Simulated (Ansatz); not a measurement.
Calculated quadrupolar parameters for SiO2

The cell is a structure deposited in the COD, ions relaxed with PBE at fixed cell.

Space group P4_12_12 (No. 92); a = 4.9727, c = 6.9257 Å.

```csv
site,Wyckoff,site symmetry,x,y,z
Si,4a,..2,0.3055,0.3055,0.0000
O,8b,1,0.2365,0.1167,0.1852
```

One atom of each set is listed.

The numbers come from a DFT calculation in Ansatz (PBE, plane waves and PAW, scalar-relativistic, 420 eV cutoff, Γ-centred 6×6×5 k-points, Fermi–Dirac smearing 0.02 eV).

V_zz is the principal component of the electric field gradient with the largest magnitude, η = (V_xx − V_yy)/V_zz and C_Q = eQV_zz/h.

¹⁷O: I = 5/2, Q = -25.58 mb. Q values from Pyykkö, Mol. Phys. 116, 1328 (2018).

Question: Which values are expected at the nuclei?

Answer: 

```json
{"site": "Si", "atoms": "4", "first shell": "4 O at 1.62–1.63 Å", "V_xx, V_yy, V_zz (10²¹ V/m²)": "0.020, 0.38, -0.40", "η": "0.90", "C_Q (MHz)": "–"}
{"site": "O", "atoms": "8", "first shell": "2 Si at 1.62–1.63 Å, angle 143°", "V_xx, V_yy, V_zz (10²¹ V/m²)": "-3.81, -5.64, 9.45", "η": "0.19", "C_Q (MHz)": "-5.85"}
```

At O V_zz runs parallel to the line that joins its two neighbours (within 1°).

Si has no stable isotope with a ground-state quadrupole moment in the table, so no C_Q is given.

The relaxation (5 steps) took 32 s of wall time (2 min of CPU time) and 0.59 GiB at its peak, on 4 threads of Arm Neoverse V1 (aarch64; 8 cores open to the job, memory cap 8.0 GiB, no GPU), a shared host with a load of 0.4 a core.
